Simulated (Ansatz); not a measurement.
Question: Write an Ansatz input for a single-point calculation of SrRe with PBE (scalar-relativistic), a cutoff of 420 eV (density cutoff 4 times that), a Γ-centred 10×10×10 mesh and Gaussian smearing of 0.05 eV, without spin polarisation. Forces, stress and eigenvalues are wanted. The structure:
```
CELL_PARAMETERS angstrom
3.8382562250 0.0000000000 0.0000000000
0.0000000000 3.8382562250 0.0000000000
0.0000000000 0.0000000000 3.8382562250
ATOMIC_POSITIONS crystal
Sr 0.0000000000 0.0000000000 0.0000000000
Re 0.5000000000 0.5000000000 0.5000000000
```

Answer: 
```yaml
crystal:
  lattice:
    - [3.838256225, 0.0, 0.0]
    - [0.0, 3.838256225, 0.0]
    - [0.0, 0.0, 3.838256225]
  atoms:
    - { symbol: Sr, position: [0.0, 0.0, 0.0] }
    - { symbol: Re, position: [0.5, 0.5, 0.5] }
basis:
  ecutwfc: 420
  ecutrho_ratio: 4
kpoints:
  mp_grid: { grid: [10, 10, 10] }
hamiltonian:
  xc: pbe
scf:
  occupations: { method: gaussian, width: 0.05 }
output:
  forces: true
  stress: true
  eigenvalues: true
```

Launched as:
```sh
ansatz run input.yaml --threads 2 --pin off --max-ram 2662MiB --backend cpu --events-out ev --progress --plain --runs-dir out
```

Run as written, it has 25 valence electrons, 1141 plane waves at Γ, 48 symmetry operations and 56 irreducible k-points; it took 6 SCF iterations in all. Run time: 1.5 s on 2 threads of Arm Neoverse V1, on a shared host, peak memory 0.34 GiB.

The structure was built from a prototype; whether the compound forms in it isn't claimed.
